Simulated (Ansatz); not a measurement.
LiF:
```
LiF
1.0
    3.29582     0.00000     0.00000
   -1.64791     2.85427     0.00000
    0.00000     0.00000     4.01413
Li F
2 2
Direct
  0.33333   0.66667   0.75000
  0.66667   0.33333   0.25000
  0.66667   0.33333   0.75000
  0.33333   0.66667   0.25000
```

Relaxed with PBEsol. Plane-wave PAW PBEsol (Ansatz code) gives a gap of 7.59 eV.

Problem. What gap does HSE06 give on the same cell (Ansatz, PAW)?

Solution. 9.91 eV, 2.32 eV more. The hybrid was solved on a coarser mesh and at special points; the gap given is the minimum over both.

```csv
k,v1 PBEsol,c1 PBEsol,v1 HSE06,c1 HSE06
Γ,0.00,7.59,0.00,9.91
A,-0.86,10.10,[?],[?]
K,-0.77,10.87,-0.79,13.26
H,-0.11,12.01,[?],[?]
M,-0.46,10.25,[?],[?]
L,-0.39,10.77,[?],[?]
```

Problem. Top valence (v1) and lowest conduction level (c1) in eV from each method's valence maximum (which need not be a listed point): supply the withheld HSE06 values.

Solution. 
- A, v1 HSE06: -0.90
- A, c1 HSE06: 12.50
- L, v1 HSE06: -0.40
- L, c1 HSE06: 13.19
- H, v1 HSE06: -0.12
- H, c1 HSE06: 14.44
- M, v1 HSE06: -0.49
- M, c1 HSE06: 12.62

Cost on shared cores: the PBEsol run (SCF on a 10×10×7 mesh, then bands and DOS) very roughly 8 core-seconds, the HSE06 run (SCF on 7×7×5, then a few points) roughly 70 core-seconds; the tasks are unlike.

Space group P6_3/mmc. The start of the workflow was typed in or built on a structure type; neither database checked (COD, Materials Project) lists it. It is not the phase usual at ambient conditions (space group No. 225). Symmetry was held in the PBEsol relaxation; whether a distortion lowers the energy is not shown.

Potentials: the earlier of the program's two PAW sets. The files were generated under PBE; for other functionals the program regenerates the frozen cores, and for LDA and PBEsol the local potential too.
